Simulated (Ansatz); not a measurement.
Question: Each is relaxed and computed with the program Ansatz at the r²SCAN level (PAW). Which is the only metal?
A. ZrAs, P6_3/mmc (Zr on 4f, As on 2a, As on 2d)
B. BAs, zinc blende
C. Cs2As3, Fmmm (Cs on 8f, Cs on 8h, As on 16n, As on 8i)
D. Y4Zr3O12, P-1 (Pearson symbol aP19)

Answer: A, ZrAs, P6_3/mmc (Zr on 4f, As on 2a, As on 2d). ZrAs: metal; Y4Zr3O12: gap 4.71 eV (indirect); BAs: gap 1.37 eV (indirect); Cs2As3: gap 0.71 eV. Standing as an ambient phase not checked: ZrAs, P6_3/mmc (Zr on 4f, As on 2a, As on 2d); Y4Zr3O12, P-1 (Pearson symbol aP19); Cs2As3, Fmmm (Cs on 8f, Cs on 8h, As on 16n, As on 8i). Perhaps ordered models of mixed-site phases: Y4Zr3O12, P-1 (Pearson symbol aP19). All cells were relaxed under the symmetry of their starts (and spin orders); stability against distortions was not tested throughout. Rows with no word on spin ran without spin polarisation. Spin–orbit coupling is left out wherever it is not named.

Potentials: the later of the program's two PAW sets.
